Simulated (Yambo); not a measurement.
One stored BSE kernel of dimension 648 for CdS (zinc blende, space group F-43m, No. 216) (Yambo, LDA bands; 6×6×6 mesh, 3 valence and 1 conduction bands, static screening with 30 bands and a 4 Ry block, scissor 1.34 eV, Tamm-Dancoff; broadening 0.15 eV; field along x), solved in several ways.

```tsv
solver	iterations	largest change of Im ε (% of its maximum)	rough time
Haydock, threshold 2 %	14	22	within a factor of two
Haydock, threshold 0.5 %	15	32	within a factor of two
Haydock, threshold 0.1 %	26	7.8	within a factor of two
Haydock, threshold 0.005 %	47	0.6	1
SLEPc, lowest 10 states	–	no full spectrum	within a factor of two
SLEPc, lowest 60 states	–	no full spectrum	within a factor of two
full diagonalisation	–	reference	within a factor of two
```

Haydock gives the spectrum without eigenstates, SLEPc the lowest states alone, full diagonalisation everything at a cost that grows as the cube of the dimension. Times include reading the kernel. Times are rough ratios from shared machines. Mesh and scissor weren't tested; the rows compare only with each other.

Spin-orbit coupling is not included.

Geometry relaxed with LDA; primitive cell a = b = c = 4.0717 Å, α = β = γ = 60.00°.
